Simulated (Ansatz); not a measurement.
**Li interstitial in LuZn2**

Computed with the plane-wave PAW code Ansatz (scalar-relativistic, PAW set soft_2): PBEsol, no spin polarisation, 420 eV cutoff, k-mesh 3×3×3.

The relaxed host crystal (no gap at this level of theory):

```yaml
crystal:
  lattice:
    - [-2.16667, 3.38354, 3.69673]
    - [2.16667, -3.38354, 3.69673]
    - [2.16667, 3.38354, -3.69673]
  atoms:
    - { symbol: Lu, position: [0.78170, 0.53170, 0.25000] }
    - { symbol: Lu, position: [0.21830, 0.46830, 0.75000] }
    - { symbol: Zn, position: [0.20910, 0.16568, 0.04342] }
    - { symbol: Zn, position: [0.79090, 0.83432, 0.95658] }
    - { symbol: Zn, position: [0.62226, 0.16568, 0.45658] }
    - { symbol: Zn, position: [0.37774, 0.83432, 0.54342] }
```

Supercell of 24 atoms, rows of the matrix [[-1,1,0],[1,1,2],[1,0,-1]] times the cell vectors; Li interstitial at (0.083, 0.750, 0.167) in fractions of the cell above. Atoms are relaxed at the host's cell, from a start shaken by 0.05 Å near the defect.

Nearest atoms to the added Li: relaxed Zn 2.26 Å, Zn 2.26 Å, Zn 2.64 Å, Zn 2.64 Å, Lu 2.66 Å, Lu 2.67 Å, Lu 2.67 Å.

```csv
charge,gap of the cell on the mesh (eV)
0,0.00
```

Formation energy of the neutral defect: 0.96 eV, taking atoms from and to the elements' standard states (no corrections for gases), so it belongs to those chemical potentials alone.

Relaxed cell at charge 0:

```
LuZn2 Li_i charge 0
1.0
     4.3333   -6.7671    0.0000
     4.3333    6.7671    0.0000
    -4.3333    0.0000    7.3935
Lu Zn Li
8 16 1
Direct
  0.1377 0.3867 0.5276
  0.8845 0.6335 0.0213
  0.6376 0.8867 0.5276
  0.3694 0.1184 0.9910
  0.1062 0.3666 0.9760
  0.9035 0.6525 0.4950
  0.6175 0.8552 0.9759
  0.3394 0.0884 0.4951
  0.0831 0.0929 0.1704
  0.8043 0.3470 0.6545
  0.5742 0.5841 0.1704
  0.3324 0.8351 0.6707
  0.1848 0.6432 0.3313
  0.9281 0.8971 0.8353
  0.7045 0.1200 0.3277
  0.4349 0.4039 0.8353
  0.8351 0.3232 0.1704
  0.5980 0.5533 0.6545
  0.3439 0.8322 0.1704
  0.0861 0.0814 0.6707
  0.3710 0.4535 0.3278
  0.1481 0.6772 0.8353
  0.8942 0.9339 0.3313
  0.6549 0.1840 0.8353
  0.5495 0.2985 0.3512
```

Caveats: small supercell, so energies and levels can be off by tenths of an eV; one random start near the defect, so other minima are possible.
